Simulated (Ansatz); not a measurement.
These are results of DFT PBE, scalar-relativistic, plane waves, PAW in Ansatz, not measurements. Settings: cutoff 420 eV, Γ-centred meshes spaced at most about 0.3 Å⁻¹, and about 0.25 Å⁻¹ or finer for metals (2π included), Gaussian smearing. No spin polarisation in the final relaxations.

Temperature and zero-point effects are left out. All come from trial cells, and lower structures may exist.

Question: These unrelaxed guesses for In3SbAs2 are each relaxed within their symmetry. Order them by the energy at which they end, lowest first.
A.

Space group P3m1 (No. 156). a = 4.175 Å, b = 4.175 Å, c = 10.226 Å, α = 90.00°, β = 90.00°, γ = 120.00°
```tsv
atom	site	symmetry	x	y	z
In	1a	3m.	0.0000	0.0000	0.0000
In	1b	3m.	0.3333	0.6667	0.6667
In	1c	3m.	0.6667	0.3333	0.3333
Sb	1b	3m.	0.3333	0.6667	0.4167
As	1a	3m.	0.0000	0.0000	0.7500
As	1c	3m.	0.6667	0.3333	0.0833
```

B.

Space group Pmm2 (No. 25). a = 2.942 Å, b = 5.661 Å, c = 9.269 Å, α = 90.00°, β = 90.00°, γ = 90.00°
```tsv
atom	site	symmetry	x	y	z
In	1a	mm2	0.0000	0.0000	0.0000
In	1a	mm2	0.0000	0.0000	0.3333
In	1a	mm2	0.0000	0.0000	0.6667
Sb	1b	mm2	0.0000	0.5000	0.9167
As	1b	mm2	0.0000	0.5000	0.2500
As	1b	mm2	0.0000	0.5000	0.5833
```

C.

Space group P2 (No. 3). a = 6.380 Å, b = 3.090 Å, c = 8.165 Å, α = 90.00°, β = 106.44°, γ = 90.00°
```csv
atom,site,symmetry,x,y,z
In,2e,1,0.6667,0.0000,0.6667
In,1a,2,0.0000,0.0000,0.0000
Sb,1b,2,0.0000,0.2500,0.5000
As,2e,1,0.6667,0.2500,0.1667
```

Answer: A (ends in P3m1, 0 meV/atom), C (ends in P2/m, 279 meV/atom), B (ends in Pmmm, 0.31 eV/atom).

These runs have no spin–orbit coupling, which can matter for Sb. Cells relaxed within their symmetry can be saddle points. Some candidate types were left out of the draw beforehand, so a known form may be missing.
